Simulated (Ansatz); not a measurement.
TaAs:
```xyz
2
Lattice="3.1994 0.0000 0.0000 0.0000 3.1994 0.0000 0.0000 0.0000 3.1994" Properties=species:S:1:pos:R:3 pbc="T T T"
Ta     0.0000     0.0000     0.0000
As     1.5997     1.5997     1.5997
```

Relaxed with r²SCAN. Special points in fractions of this cell's reciprocal vectors: Γ (0.000, 0.000, 0.000); X (0.000, 0.500, 0.000); M (0.500, 0.500, 0.000); R (0.500, 0.500, 0.500).

**Question.** List the band energies nearest the Fermi level at these points for r²SCAN in the plane-wave PAW code Ansatz.

**Answer.** In eV from the Fermi level; about four levels below and three above (degenerate sets whole), none deeper than 8.9 eV; points with the same levels are listed once.

| k | below | above |
|---|---|---|
| Γ | -3.28 -3.28 -0.09 -0.09 -0.09 | 2.32 2.32 2.32 |
| X | -8.78 -2.46 -2.46 -2.25 | 2.71 3.85 6.03 |
| M | -5.25 -5.25 -3.41 | 0.20 0.20 1.98 |
| R | -6.78 -6.78 -6.78 | 3.03 3.03 3.03 |

Space group Pm-3m (CsCl type). A made-up cell: these elements were put on the sites of a structure type; neither database checked (COD, Materials Project) lists it. It is not the phase usual at ambient conditions (space group No. 109). Symmetry was held in the r²SCAN relaxation; its stability against distortions is not shown here. No spin polarisation was allowed. Spin–orbit coupling is left out wherever it is not named.

Potentials: the later of the program's two PAW sets.
